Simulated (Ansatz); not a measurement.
VIr3:
```yaml
crystal:
  lattice:
    - [3.80948, 0.00000, 0.00000]
    - [0.00000, 3.80948, 0.00000]
    - [0.00000, 0.00000, 3.80948]
  atoms:
    - { symbol: V, position: [0.00000, 0.00000, 0.00000] }
    - { symbol: Ir, position: [0.00000, 0.50000, 0.50000] }
    - { symbol: Ir, position: [0.50000, 0.00000, 0.50000] }
    - { symbol: Ir, position: [0.50000, 0.50000, 0.00000] }
```

Relaxed with r²SCAN. Special points in fractions of this cell's reciprocal vectors: Γ (0.000, 0.000, 0.000); X (0.000, 0.500, 0.000); M (0.500, 0.500, 0.000); R (0.500, 0.500, 0.500).

### Question
List the band energies nearest the Fermi level at these points for DFT-r²SCAN with spin–orbit coupling in the program Ansatz with PAW potentials.

### Answer
In eV from the Fermi level; about four levels below and three above (degenerate sets whole), none deeper than 8.9 eV; points with the same levels are listed once.

| k | below | above |
|---|---|---|
| Γ | -0.38 -0.38 -0.38 -0.38 | 1.22 1.22 1.62 1.62 1.62 1.62 |
| X | -0.15 -0.15 -0.04 -0.04 | 0.21 0.21 0.38 0.38 |
| M | -0.96 -0.96 -0.90 -0.90 | 0.21 0.21 0.27 0.27 |
| R | -0.74 -0.74 -0.74 -0.74 -0.52 -0.52 | 0.21 0.21 1.13 1.13 |

Space group Pm-3m (Cu3Au type). The workflow started from an entry of the Crystallography Open Database (COD). Its standing as an ambient phase is unchecked. Symmetry was held in the r²SCAN relaxation; whether a distortion lowers the energy is not shown. The workflow began spin-polarised and lost its moments.

Potentials: the later of the program's two PAW sets.
